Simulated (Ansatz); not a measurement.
Data:

TlBr:
```
CELL_PARAMETERS angstrom
      3.83930     0.00000     0.00000
      0.00000     3.83930     0.00000
      0.00000     0.00000     3.83930
ATOMIC_POSITIONS crystal
  Tl 0.00000 0.00000 0.00000
  Br 0.50000 0.50000 0.50000
```

This is the LDA-relaxed structure.

Question: All from plane-wave PAW LDA (Ansatz code), unless another level is named. Predict the Debye temperature from the elastic constants.

Answer: 137 K.

Question: And the elastic constants (relaxed ions, GPa)?

Answer: C11 = 50.3, C12 = 25.1, C44 = 13.5.

Space group Pm-3m (CsCl type). Symmetry was held in the LDA relaxation. Spin–orbit coupling is left out wherever it is not named.

Potentials: the later of the program's two PAW sets.
